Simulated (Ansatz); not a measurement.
SiO2:
```
CELL_PARAMETERS angstrom
      4.19451     0.00000     0.00000
      0.00000     4.19451     0.00000
      0.00000     0.00000     2.67822
ATOMIC_POSITIONS crystal
  Si 0.50000 0.50000 0.50000
  Si 0.00000 0.00000 0.00000
  O  0.69395 0.69395 0.00000
  O  0.30605 0.30605 0.00000
  O  0.80605 0.19395 0.50000
  O  0.19395 0.80605 0.50000
```

Cartesian axes are those of the cell as given.

Question: Give the high-frequency dielectric tensor and the Born effective charge tensors of the independent atoms from DFPT, DFT-PBEsol in the program Ansatz with PAW potentials.

Answer: 
ε∞:
```
3.43  0.00  0.00
0.00  3.43  0.00
0.00  0.00  3.60
```
Z* of atom 1 (Si), rows: field, columns: displacement, in e:
```
 3.83  -0.38   0.00
-0.38   3.83   0.00
 0.00   0.00   4.09
```
Z* of atom 3 (O), rows: field, columns: displacement, in e:
```
-1.91  -0.60   0.00
-0.60  -1.91   0.00
 0.00   0.00  -2.04
```

Space group P4_2/mnm (rutile). This is a known high-pressure phase of the composition, computed here at zero pressure and temperature. The PBEsol relaxation kept the symmetry of its start; whether a distortion lowers the energy is not shown.

Potentials: the earlier of the program's two PAW sets. The files were generated under PBE; for other functionals the program regenerates the frozen cores, and for LDA and PBEsol the local potential too.
